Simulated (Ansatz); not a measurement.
Method: DFT, BLYP, plane waves (420 eV) with PAW, scalar-relativistic in Ansatz 0.2.0. The PAW files were generated under PBE, with cores re-solved for the functional.

An element in the fcc structure gives this curve. The cell is scaled uniformly from the relaxed one, with fractional coordinates and shape fixed. Energies are extrapolated to zero smearing, pressures are those at the given smearing. Magnetic state: spin not included.

| V (Å³/atom) | E − E₀ (meV/atom) | P (GPa) |
| --- | --- | --- |
| 14.751 | 45.9 | 8.31 |
| 15.421 | 18.9 | 4.84 |
| 16.092 | 4.7 | 2.20 |
| 16.762 | 0.0 | 0.20 |
| 17.433 | 2.6 | -1.32 |
| 18.103 | 10.7 | -2.46 |
| 18.774 | 22.9 | -3.28 |

Question: Which element is it?
A. silver
B. rhenium
C. osmium
D. zinc

Answer: D. Its fit is V₀ = 16.83 Å³/atom, B₀ = 42 GPa, B₀′ = 6.1.
